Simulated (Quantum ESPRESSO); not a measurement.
# Where does C sit best among Si sites?

The results below are calculated, not measured. They come from pw.x of Quantum ESPRESSO 7.5, a plane-wave density functional program, with PseudoDojo standard norm-conserving files (v0.5 for PBE, v0.4.1 for LDA and PBEsol). The cells are made up: elements, strain and atom displacements were drawn at random, and nothing was relaxed. There is no spin polarisation, spin-orbit coupling or dispersion term.

The cell has 8 sites of a zincblende or diamond lattice. Sites 1 to 4 hold Si Si Si Si; sites 5 to 8 hold X X X X. Cell vectors in Å: (5.512, 0.000, 0.000); (0.000, 5.512, 0.000); (0.000, 0.000, 5.512). Settings: PBE, cutoff 1116 eV, 6 x 6 x 6 k mesh shifted by half a step, Fermi-Dirac smearing of 0.1 eV.

In each run one of the sites marked X holds C and the others hold Si; cell and positions stay the same. E is the free energy of the cell.

```
site of the guest  first shell  mean distance (Å)  E above the lowest (eV)  P (GPa)  force on the guest (eV/Å)
                5          Si4              2.433                    0.487    -8.18                      0.388
                6          Si4              2.389                    0.249    -8.86                      0.170
                7          Si4              2.372                    0.000    -9.37                      0.537
                8          Si4              2.363                    0.021    -9.40                      0.428
```

A rerun of one of these cells at 1347 eV and k mesh 8 x 8 x 8 moved values by no more than 0.003 eV in the cell's energy, 0.02 GPa in stress and 0.002 eV/Å in force.

## Reading the table

Site 7 is lowest, by 0.021 eV, over three times the rerun's bound. A straight line of energy against the mean distance has a slope of 7.1 ± 1.3 eV/Å, so the guest costs less on the tighter sites. The positions are random and not relaxed, so the differences hold for this frozen cell and are not site preferences of a real crystal.